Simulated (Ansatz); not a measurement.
SrBiIO2:
```
SrBiIO2
1.0
    2.95266    -6.85115     0.00000
    2.95266     6.85115     0.00000
    0.00000     0.00000     5.76482
Sr Bi I O
2 2 2 4
Direct
  0.90702   0.09298   0.75000
  0.09298   0.90702   0.25000
  0.57299   0.42701   0.75000
  0.42701   0.57299   0.25000
  0.24419   0.75581   0.75000
  0.75581   0.24419   0.25000
  0.26996   0.26996   0.00000
  0.73004   0.73004   0.00000
  0.73004   0.73004   0.50000
  0.26996   0.26996   0.50000
```

Relaxed with r²SCAN.

Q: Give the Bader charges and basin volumes of the independent atoms, the program Ansatz at the r²SCAN level (PAW).

A: 

```csv
atom,Bader charge (e),Bader volume (Å³)
Sr1,+1.61,18.6
Bi3,+1.79,21.7
I5,-0.77,46.1
O7,-1.32,15.2
```

Space group Cmcm. The first step of the workflow began from a Materials Project structure, measured or hypothetical; the Crystallography Open Database files this formula in space group No. 63, but the cells were not matched. Its standing as an ambient phase is unchecked. The r²SCAN relaxation kept the symmetry of its start; its stability against distortions is not shown here. Scalar-relativistic: spin–orbit coupling is off unless named, which matters more the heavier the elements.

Potentials: the later of the program's two PAW sets.
